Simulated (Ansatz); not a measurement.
ZnO (wurtzite)

```xyz
4
Lattice="3.2352 0.0000 0.0000 -1.6176 2.8018 0.0000 0.0000 0.0000 5.2114" Properties=species:S:1:pos:R:3 pbc="T T T"
Zn     1.6176     0.9339     0.0126
Zn     0.0000     1.8678     2.6183
O      1.6176     0.9339     3.2456
O      0.0000     1.8678     0.6399
```

The slice is a (1 -1 0 0) plane (indices of the conventional cell) through the point (0.667, 0.333, 0.002) (fractional), spanned by u = [110] and v = [001] in vectors of this cell: u (3.24 Å) and v (5.21 Å, at 90° to u). It covers one period; positions are fractions (u, v).

All values below come from r2SCAN (plane waves to 500 eV, PAW, scalar-relativistic; Ansatz, a first-principles code). k mesh 12×12×7. Inside the PAW spheres the values are not all-electron values, and peaks at nuclei hang on which shells count as valence. ZnO was relaxed with its symmetry unable to fall.

Three fields on this plane, each scaled to ten steps between its own extremes (0 low, 9 high; the total valence density on a logarithmic scale, the potential cut 8 eV below its top; x marks points blanked near nuclei; v = 0 in the bottom row):

Map A
```
|xxxx11122111xxx|
|xxxx11111111xxx|
|xxx1100000011xx|
|111110000001111|
|554321000012345|
|xx985200002589x|
|xxxx73100137xxx|
|xxxx84100148xxx|
|xxxx93100139xxx|
|xxxx82111128xxx|
|xxxx61111116xxx|
|xxx8311111138xx|
|998521122112589|
|554211111111245|
|111000111100011|
|000000011000000|
|000001111110000|
|000012344321000|
|111113566531111|
|221114677641112|
|xxx1137887311xx|
|xxxx12677621xxx|
|xxxx11466411xxx|
|xxxx11344311xxx|
```

Map B
```
|xxxx03788730xxx|
|xxxx04788740xxx|
|xxx0368888630xx|
|000357899875300|
|234688999988643|
|xx578999999875x|
|xxxx89888898xxx|
|xxxx78766787xxx|
|xxxx66544566xxx|
|xxxx55311355xxx|
|xxxx54000045xxx|
|xxx6530000356xx|
|888763000036788|
|999864211246899|
|999876544567899|
|999887666678899|
|888888888888888|
|667889999998876|
|334689999998643|
|000368888886300|
|xxx0367887630xx|
|xxxx05788750xxx|
|xxxx04788740xxx|
|xxxx03688630xxx|
```

Map C
```
|xxxx75433457xxx|
|xxxx64222246xxx|
|xxx7531001357xx|
|987542000024578|
|997642000024679|
|xx975310013579x|
|xxxx74211247xxx|
|xxxx85333358xxx|
|xxxx96444469xxx|
|xxxx86555568xxx|
|xxxx86666668xxx|
|xxx8666776668xx|
|887655666655678|
|554434455443445|
|222223344332222|
|111112233221111|
|000112333321100|
|222223444432222|
|444334555543344|
|876555666655567|
|xxx7667777667xx|
|xxxx76777767xxx|
|xxxx86666668xxx|
|xxxx86555568xxx|
```

Q: Assign the maps to these fields: electron localisation function (ELF); valence electron density; electrostatic potential energy of an electron, from the cell's mean.

A: A is the electron localisation function (ELF); B is the electrostatic potential energy of an electron, from the cell's mean; C is the valence electron density.
